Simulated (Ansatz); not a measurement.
Structure relaxation, Cr

The start is a generated cell, Cr built in the AFLOW prototype A_tP4_129_ac (A_d). A full variable-cell relaxation at zero pressure is run with r2SCAN (plane waves to 500 eV, PAW, scalar-relativistic; Ansatz, an electronic-structure program). The first steps use a coarse 8×8×11 k-mesh.

Input geometry:
```
Cr
1.0
    4.10265     0.00000     0.00000
    0.00000     4.10265     0.00000
    0.00000     0.00000     2.83843
Cr
4
Direct
  0.00000   0.00000   0.00000
  0.50000   0.50000   0.00000
  0.50000   0.00000   0.37500
  0.00000   0.50000   0.62500
```
Spin-polarised start, with parallel moments on Cr.

Q: How much energy is released per atom?

A: 0.35 eV/atom.

Q: How does the volume per atom move from start to end?

A: +8.8 %, from 11.94 to 13.00 Å³/atom.

Q: How do the shortest distances between atoms change?

A: The closest pairs of elements (up to four, under 3.6 Å), start → end: Cr–Cr 2.31 → 2.57 Å.

Q: What band gap does the relaxed structure have at this level?

A: No gap (metallic).

Q: Write out the relaxed structure.

A: 
```cif
data_Cr2
_chemical_formula_sum 'Cr2'
_space_group_name_H-M_alt 'Im-3m'
_space_group_IT_number 229
_space_group_name_Hall '-I 4 2 3'
_cell_length_a 2.96216
_cell_length_b 2.96216
_cell_length_c 2.96216
_cell_angle_alpha 90.000
_cell_angle_beta 90.000
_cell_angle_gamma 90.000
loop_
_atom_site_label
_atom_site_type_symbol
_atom_site_symmetry_multiplicity
_atom_site_Wyckoff_symbol
_atom_site_fract_x
_atom_site_fract_y
_atom_site_fract_z
_atom_site_occupancy
Cr1 Cr 2 a 0.00000 0.00000 0.00000 1
```

Final values are on a 16×16×16 k-mesh of the relaxed cell. Spin state reached: antiferromagnetic (net 0.00 μB/atom), from parallel starting moments; other spin orders were not run from this start.

The run could not lose the symmetry of its start; a randomly shaken copy of 4 atoms returns to this structure.
